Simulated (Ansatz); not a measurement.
Structure types of Cs compared at 0.061 GPa

Structure types of Cs are relaxed in primitive cells with their symmetry kept at 0.061 GPa, first on PAW files, then by LAPW. The enthalpy is E + pV at zero temperature, without zero-point motion. Only the types listed were tried, and differences under about 5 meV/atom are mesh noise. The real phase may be another.

Level of theory: DFT with LDA, scalar-relativistic, in Ansatz 0.2.0; Fermi–Dirac smearing of 0.1 eV, no spin polarisation. LAPW: all electrons, basis error target 0.5 meV/atom; PAW: frozen-core files, cutoff 420 eV.

k meshes: fcc 9×9×9, bcc 10×10×10, hcp 9×9×5, beta tin 9×9×9, sc 8×8×8, simple hexagonal 9×9×8.

Spin–orbit coupling is left out, which matters for the heavy atoms. The PAW files were made under PBE.

Question: Which type is lowest in enthalpy, and by how much?

Answer: fcc, 0 meV/atom below hcp, which is within the noise of the k meshes. The whole table:

```tsv
start type	ends as	a, b, c (Å)	V (Å³/atom)	H − H(lowest), LAPW (meV/atom)	same, PAW
fcc	fcc, Fm-3m	7.211, 7.211, 7.211	93.75	0.0	0.0
bcc	bcc, Im-3m	5.724, 5.724, 5.724	93.75	2.9	2.9
hcp	hcp, P6_3/mmc	5.113, 5.113, 8.283	93.75	0.2	0.2
beta tin	beta tin, I4_1/amd	8.973, 8.973, 4.890	98.42	66.4	66.4
sc	sc, Pm-3m	4.655, 4.655, 4.655	100.90	109.6	109.5
simple hexagonal	simple hexagonal, P6/mmm	4.946, 4.946, 4.637	98.25	59.5	59.5
```
